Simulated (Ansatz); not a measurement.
An Ansatz (an electronic-structure program) run. Input:

Ansatz 0.2 input:
```yaml
crystal:
  lattice:
    - [0.0, 3.4665773853, 3.4665773853]
    - [3.4665773853, 0.0, 3.4665773853]
    - [3.4665773853, 3.4665773853, 0.0]
  atoms:
    - { symbol: Rb, position: [0.0, 0.0, 0.0] }
    - { symbol: B, position: [0.5, 0.5, 0.5] }
    - { symbol: H, position: [0.3980198305, 0.3980198305, 0.8059405085] }
    - { symbol: H, position: [0.3980198305, 0.8059405085, 0.3980198305] }
    - { symbol: H, position: [0.8059405085, 0.3980198305, 0.3980198305] }
    - { symbol: H, position: [0.3980198305, 0.3980198305, 0.3980198305] }
kpoints:
  mp_grid: { grid: [6, 6, 6] }
hamiltonian:
  xc: r2scan
  pseudopotentials: { kind: paw }
scf:
  occupations: { method: fixed }
output:
  optics: { e_range: [0.0, 15.0], de: 0.05, sigma: 0.1, bands: { spectra_wanted_up_to: 12 eV } }
```

Output (shortened):

```
output.optics: the spectra are integrated over the Brillouin zone by k·p interpolation around the k-points, where levels, occupations, output.optics.sigma and …
Pseudopotential: Rb, paw, valence charge 9
Pseudopotential: B, paw, valence charge 3
Pseudopotential: H, paw, valence charge 1
Functional definition: r2SCAN
Crystal: 6 atoms, lattice volume = 83.317 Å³
Basis set: ecut = 500 eV, 2085 PW (Γ), exchange–correlation on 144×144×144 points (64 copies of the dense FFT grid, shifted against one another)
Bands: 14, of which v1, the nominal top of the filled ones, is band 8 counted from 1 (7 counted from 0)
Symmetry: 24 space group operations
Space group: F-43m (ITA 216), of the structure as read, at distance tolerance 4.4e-5 Å
k-points: 16 of 216 (time reversal used)
SCF iter   1: F=—  HF=-3501.121100 eV  |F-HF|=—  |Δ(HF+E_count)|=         —  Δρ=3.42e-3  dr2=7.21e-3  dr2_τ=1.66e-1  ethr=1.77e-3  ⟨swp⟩=5.0  Hψ=1194  notcnv=0  defer=61
preconditioner: auto → none
SCF iter   2: F=—  HF=-3501.039054 eV  |F-HF|=—  |Δ(HF+E_count)|=   8.20e-2  Δρ=1.90e-3  dr2=1.46e-3  dr2_τ=1.18e-4  ethr=4.50e-5  ⟨swp⟩=3.0  Hψ=534  notcnv=0  defer=62
SCF iter   3: F=—  HF=-3501.039363 eV  |F-HF|=—  |Δ(HF+E_count)|=   3.09e-4  Δρ=4.15e-4  dr2=1.68e-4  dr2_τ=1.32e-5  ethr=9.15e-6  ⟨swp⟩=2.3  Hψ=300  notcnv=0  defer=62
SCF iter   4: F=—  HF=-3501.039362 eV  |F-HF|=—  |Δ(HF+E_count)|=   7.47e-7  Δρ=2.28e-4  dr2=4.98e-5  dr2_τ=4.56e-6  ethr=1.05e-6  ⟨swp⟩=2.9  Hψ=431  notcnv=0  defer=62
SCF iter   5: F=—  HF=-3501.039353 eV  |F-HF|=—  |Δ(HF+E_count)|=   9.68e-6  Δρ=1.11e-4  dr2=1.04e-5  dr2_τ=2.79e-7  ethr=3.11e-7  ⟨swp⟩=2.0  Hψ=255  notcnv=0  defer=55
SCF iter   6: F=—  HF=-3501.039350 eV  |F-HF|=—  |Δ(HF+E_count)|=   2.88e-6  Δρ=3.05e-5  dr2=8.20e-7  dr2_τ=1.31e-8  ethr=6.49e-8  ⟨swp⟩=2.4  Hψ=266  notcnv=0  defer=43
SCF iter   7: F=—  HF=-3501.039351 eV  |F-HF|=—  |Δ(HF+E_count)|=   8.29e-7  Δρ=4.30e-6  dr2=1.35e-8  dr2_τ=2.54e-10  ethr=5.12e-9  ⟨swp⟩=2.2  Hψ=269  notcnv=0  defer=27
SCF iter   8: F=—  HF=-3501.039351 eV  |F-HF|=—  |Δ(HF+E_count)|=  3.64e-12  Δρ=4.21e-7  dr2=1.10e-10  dr2_τ=2.59e-12  ethr=8.43e-11  ⟨swp⟩=2.4  Hψ=299  notcnv=0  defer=27
SCF iter   9: F=-3501.039351 eV  HF=-3501.039351 eV  |F-HF|=4.55e-13  |Δ(HF+E_count)|=  3.68e-11  Δρ=5.35e-8  dr2=1.52e-12  dr2_τ=3.01e-13  ethr=1.00e-12  ⟨swp⟩=10.4  Hψ=1289  notcnv=0
SCF 1 converged in 9 iterations: F = -3501.039351 eV  dr2 = 1.52e-12
NSCF: frozen V_eff on 16 k-points
Optics k sum: 0 of 16 k-points
Optics k sum: 1 of 16 k-points
Optics k sum: 2 of 16 k-points
Optics k sum: 3 of 16 k-points
Optics k sum: 4 of 16 k-points
Optics k sum: 5 of 16 k-points
Optics k sum: 6 of 16 k-points
Optics k sum: 7 of 16 k-points
Optics k sum: 8 of 16 k-points
Optics k sum: 9 of 16 k-points
Optics k sum: 10 of 16 k-points
Optics k sum: 11 of 16 k-points
Optics k sum: 12 of 16 k-points
Optics k sum: 13 of 16 k-points
Optics k sum: 14 of 16 k-points
Optics k sum: 15 of 16 k-points
Optics k sum: 16 of 16 k-points
Optics k sum: 0 of 16 k-points
Optics k sum: 1 of 16 k-points
Optics k sum: 2 of 16 k-points
Optics k sum: 3 of 16 k-points
Optics k sum: 4 of 16 k-points
Optics k sum: 5 of 16 k-points
Optics k sum: 6 of 16 k-points
Optics k sum: 7 of 16 k-points
Optics k sum: 8 of 16 k-points
Optics k sum: 9 of 16 k-points
Optics k sum: 10 of 16 k-points
Optics k sum: 11 of 16 k-points
Optics k sum: 12 of 16 k-points
Optics k sum: 13 of 16 k-points
Optics k sum: 14 of 16 k-points
Optics k sum: 15 of 16 k-points
Optics k sum: 16 of 16 k-points
NSCF: frozen V_eff on 1 k-points
NSCF: frozen V_eff on 1 k-points
output.optics: what the bands over the 25 summed would add to eps1, eps2 and the energy-loss function is held between a lower and an upper bound (8 Lanczos …
SCF converged after 9 iterations
Free energy (F): -3501.039351 eV
Harris-Foulkes:  -3501.039351 eV  (|F-HF|=4.55e-13)
Internal energy: -3501.039351 eV  (E = F + TS)
E sigma→0 (E₀):  -3501.039351 eV
Fermi energy:    -1.334064 eV
--- Per-component energies (eV) ---
  E_band       = -131.712441
  E_kinetic    = 299.029893
  E_local      = -719.059461  (includes V_loc(G=0)·N_el)
  E_nonlocal   = 189.762147
  E_hartree    = 186.891446
  E_xc         = -193.622629
  E_vxc        = -244.921445  (∫ρ·V_xc dr)
  E_paw        = -2717.201795  (= ΣΔE_a)
  E_vpaw       = -43.354266  (= ΣTr[D̂ρ^β])
  E_aug_tail   = -0.001869  (compensation charges beyond the density's cutoff)
  E_vtau       = 13.049679  (kinetic-family band-sum trace: ∫τ·v_τ [+ j·A + Jᵃ·Aᵃ] dr)
  E_ewald      = -546.671713
  E_core_change = -0.165369  (= ΣΔE_core)
  E_smearing   =  0.000000  (= −TS)
  E_closure    = 0.000000  (closes the sum)
  Σ components = -3501.039351   (vs F -3501.039351, Δ=0.00e0)
  [band-id]    e_kinetic+e_local+e_nonlocal+2·e_hartree+e_vxc+e_vpaw+e_augmentation_tail+e_vtau = -131.712431   (vs E_band -131.712441, Δ=1.08e-5)
--- Band table (eV; the first three rows and the last of 16) ---
  k-point 0: bands = ["-25.7604", "-9.2674", "-9.2674", "-9.2674", "-7.3433", "-1.3341", "-1.3341", "-1.3341", "5.5241", "6.8967", "6.8967", "6.8967", "8.6143", "8.6143"]
  k-point 1: bands = ["-25.7585", "-9.3755", "-9.2700", "-9.2700", "-7.1590", "-1.6058", "-1.3950", "-1.3950", "5.9204", "6.7052", "7.1782", "7.1782", "9.0080", "9.0080"]
  k-point 2: bands = ["-25.7547", "-9.5547", "-9.2752", "-9.2752", "-6.8093", "-2.1203", "-1.5126", "-1.5126", "6.2631", "7.2823", "8.0183", "8.0183", "9.8500", "9.8500"]
  k-point 15: bands = ["-25.7503", "-9.4275", "-9.3813", "-9.3643", "-6.8724", "-2.0621", "-1.6281", "-1.4746", "5.8161", "7.6914", "8.3602", "9.9342", "10.2306", "10.9115"]
```

Cost: about 30 core-seconds (a rough figure) on shared cores.

The first step of the workflow began from a Materials Project structure, measured or hypothetical; the Crystallography Open Database copy checked does not list it. Whether it is the stable phase at ambient conditions was not checked. Symmetry was held in the r²SCAN relaxation; its stability against distortions is not shown here. Spin–orbit coupling is left out wherever it is not named.

Potentials: the later of the program's two PAW sets.

Ansatz is a plane-wave DFT program.
